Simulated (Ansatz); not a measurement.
Ta2C:
```
CELL_PARAMETERS angstrom
      3.09467     0.00000     0.00000
     -1.54734     2.68007     0.00000
      0.00000     0.00000     4.92202
ATOMIC_POSITIONS crystal
  Ta 0.33333 0.66667 0.25309
  Ta 0.66667 0.33333 0.74691
  C  0.00000 0.00000 0.00000
```

Relaxed with PBEsol. Special points in fractions of this cell's reciprocal vectors: Γ (0.000, 0.000, 0.000); M (0.500, 0.000, 0.000); K (0.333, 0.333, 0.000); A (0.000, 0.000, 0.500); L (0.500, 0.000, 0.500); H (0.333, 0.333, 0.500).

Q: List the band energies nearest the Fermi level at these points for PBEsol with spin–orbit coupling in the plane-wave PAW code Ansatz.

A: In eV from the Fermi level; about four levels below and three above (degenerate sets whole), none deeper than 8.9 eV; points with the same levels are listed once.

```tsv
k	below	above
Γ	-3.06 -3.06 -0.10 -0.10	0.21 0.21 0.75 0.75
M	-1.85 -1.85 -0.31 -0.31	3.21 3.21 3.57 3.57
K	-1.87 -1.87 -1.76 -1.76	2.52 2.52 2.61 2.61
A	-0.48 -0.48 -0.13 -0.13	2.93 2.93 3.12 3.12
L	-1.21 -1.21 -1.04 -1.04	1.51 1.51 1.55 1.55
H	-1.31 -1.31 -1.07 -1.07	1.29 1.29 2.42 2.42
```

Space group P-3m1. The first step of the workflow began from a Materials Project structure, measured or hypothetical; the Crystallography Open Database files this formula in space group No. 164, but the cells were not matched. Whether it is the stable phase at ambient conditions was not checked. The PBEsol relaxation kept the symmetry of its start; of distortions, only those at the zone centre were tested. No spin polarisation was allowed.

Potentials: the later of the program's two PAW sets.
